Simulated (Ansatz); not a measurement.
Ti:
```xyz
3
Lattice="4.5688 0.0000 0.0000 -2.2844 3.9567 0.0000 0.0000 0.0000 2.8247" Properties=species:S:1:pos:R:3 pbc="T T T"
Ti     0.0000     0.0000     0.0000
Ti     0.0000     2.6378     1.4123
Ti     2.2844     1.3189     1.4123
```

Relaxed with r²SCAN. Special points in fractions of this cell's reciprocal vectors: Γ (0.000, 0.000, 0.000); M (0.500, 0.000, 0.000); K (0.333, 0.333, 0.000); A (0.000, 0.000, 0.500); L (0.500, 0.000, 0.500); H (0.333, 0.333, 0.500).

Question: List the band energies nearest the Fermi level at these points for plane-wave PAW r²SCAN (Ansatz code).

Answer: In eV from the Fermi level; about four levels below and three above (degenerate sets whole), none deeper than 8.9 eV; points with the same levels are listed once.

```tsv
k	below	above
Γ	-0.79 -0.79 -0.77 -0.77	0.02 0.81 1.43 1.43
M	-2.77 -0.42 -0.35 -0.35	0.08 0.63 0.94
K	-3.39 -3.39 -0.28 -0.28 -0.10	0.19 0.32 0.32
A	-2.20 -2.20 -1.98 -1.79 -1.79	1.13 1.13 1.38 1.38
L	-1.82 -1.28 -0.85 -0.75	0.45 0.91 0.92
H	-1.55 -1.55 -1.26 -1.26 -1.08	0.72 0.72 0.88 0.88
```

Space group P6/mmm. This is a known high-pressure phase of the composition, computed here at zero pressure and temperature. The r²SCAN relaxation kept the symmetry of its start; its stability against distortions is not shown here. No spin polarisation was allowed.

Potentials: the earlier of the program's two PAW sets. The files were generated under PBE; for other functionals the program regenerates the frozen cores, and for LDA and PBEsol the local potential too.
